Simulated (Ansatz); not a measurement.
SiO2:
```
SiO2
1.0
    4.94947     0.00000     0.00000
   -2.47474     4.28637     0.00000
    0.00000     0.00000     5.44174
O Si
6 3
Cartesian
  1.38203   1.14315   1.16606
  3.26847   0.62530   2.97997
  2.77372   2.51792   4.79388
  0.29898   1.76844   4.27567
 -1.09271   3.14322   2.46176
  0.79373   3.66107   0.64785
  2.32865   0.00000   1.81391
 -1.16432   2.01667   3.62782
  1.31041   2.26970   0.00000
```

Relaxed with PBEsol. Independent-particle spectrum: no excitons, no local fields, no scissors shift; 0.1 eV broadening; ε₁ of the summed bands alone.

Problem. Tabulate the dielectric function from PBEsol (plane waves, PAW; program Ansatz).

Solution. 

```csv
E (eV),ε₁ xx,ε₂ xx,ε₁ zz,ε₂ zz
0.0,2.46,0.00,2.47,0.00
0.5,2.46,0.00,2.48,0.00
1.0,2.46,0.00,2.48,0.00
1.5,2.48,0.00,2.50,0.00
2.0,2.50,0.00,2.52,0.00
2.5,2.52,0.00,2.54,0.00
3.0,2.56,0.00,2.58,0.00
3.5,2.60,0.00,2.62,0.00
4.0,2.65,0.00,2.67,0.00
4.5,2.71,0.00,2.74,0.00
5.0,2.79,0.00,2.82,0.00
5.5,2.90,0.00,2.92,0.00
6.0,3.03,0.00,3.07,0.00
6.5,3.23,0.01,3.27,0.00
7.0,3.56,0.04,3.63,0.02
7.5,3.90,0.48,3.99,0.51
8.0,4.02,0.79,4.13,0.82
8.5,4.29,1.13,4.49,1.20
9.0,4.68,2.12,5.24,3.19
9.5,3.86,2.91,3.19,3.59
10.0,2.97,3.89,1.96,2.45
10.5,2.08,3.25,2.59,2.65
11.0,1.72,2.52,1.83,2.32
11.5,2.09,2.15,2.52,3.33
12.0,1.74,2.88,1.48,2.33
```

With all bands, ε∞ without local fields is 2.61 (xx = yy), 2.62 (zz). DFPT, with local fields, gives 2.49 (xx = yy), 2.52 (zz).

Space group P3_121. Symmetry was held in the PBEsol relaxation.

Potentials: the later of the program's two PAW sets.
